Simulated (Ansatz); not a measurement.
K (Fm-3m): several responses side by side

The conventional cell has a = 6.579 Å, b = 6.579 Å, c = 6.579 Å, α = 90.00°, β = 90.00°, γ = 90.00°.

The structure is one entry of a database and needn't be the stable phase. Ansatz runs use the cell relaxed by PAW under their functional.

**Question.** What do its conduction electrons give? (PBEsol, all-electron LAPW in Ansatz 0.2.0, scalar-relativistic; a = 6.579 Å; k mesh 14×14×14, fine mesh 20×20×20, Fermi-Dirac smearing of 0.080 eV, basis error target 1 meV/atom)

**Answer.** Fermi-surface sums: N(E_F) = 0.77 states/eV/atom, ħω_p (r.m.s. of x, y, z) = 4.3 eV, Fermi speed = 0.81×10⁶ m/s.

**Question.** How stiff is it? (PBEsol, all-electron LAPW in Ansatz 0.2.0, scalar-relativistic; a = 6.582 Å; k mesh 20×20×20, strains of ±0.005, Fermi-Dirac smearing of 0.100 eV, basis error target 0.5 meV/atom)

**Answer.** Elastic moduli (Hill averages, relaxed ions; θ_D from sound speeds over directions): B = 3.7 GPa, G = 1.3 GPa, C11 = 4.2 GPa, C44 = 2.7 GPa, ν = 0.342, θ_D = 90.0 K.

**Question.** How does it vibrate? (PBEsol, all-electron LAPW in Ansatz 0.2.0, scalar-relativistic; a = 6.576 Å; k mesh 16×16×16, Fermi-Dirac smearing of 0.050 eV, basis error target 1 meV/atom; q mesh 4×4×4)

**Answer.** Harmonic phonons by finite displacements (negative means unstable): highest mode = 81.2 cm⁻¹, lowest at L = 32.0 cm⁻¹, lowest at X = 56.0 cm⁻¹, lowest at W = 51.7 cm⁻¹, Grüneisen γ (heat-capacity mean at 300 K) = 1.14.

**Question.** Does the elastic Debye temperature match the top of the phonon spectrum?

**Answer.** k_Bθ_D corresponds to 63 cm⁻¹, against a highest mode of 81 cm⁻¹ on the mesh, a ratio of 0.77. The Debye cutoff comes from sound speeds alone and needn't equal it.

Caveats: these sums move with the mesh, by several per cent and more for small sheets (Fermi surface); responses of metals move with mesh and smearing (moduli, phonons).
